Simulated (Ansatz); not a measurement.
Values for one crystal, relaxed and computed with PBEsol in the plane-wave PAW code Ansatz; other levels are named.

| Quantity | Result |
|---|---|
| Volume per atom | 19.83 Å³ |
| Electronic character | metallic (no gap) |
| Bulk modulus (Birch–Murnaghan fit) | 145 GPa |
| Density of states at the Fermi level | 0.39 states/eV per atom (mean over ±0.08 eV) |
| Formation energy from the elements (no fitted shifts) | -0.45 eV/atom |
| Pressure derivative B′ | 4.2 |

Problem. Pick the material that matches.
A) MgAu, CsCl type
B) LiAu3, Cu3Au type
C) Hf2Au, MoSi2 or CaC2 type
D) ZnAu, CsCl type

Solution. C, Hf2Au, MoSi2 or CaC2 type

Space group I4/mmm (MoSi2 or CaC2 type). The workflow started from an entry of the Crystallography Open Database (COD). Its standing as an ambient phase is unchecked. The cell was relaxed with PBEsol under the symmetry of its start; its stability against distortions is not shown here. The run is not spin-polarised. The references are the lowest solids computed at this level, not always the standard phases. Scalar-relativistic: spin–orbit coupling is off unless named, which matters more the heavier the elements.

Potentials: the later of the program's two PAW sets.
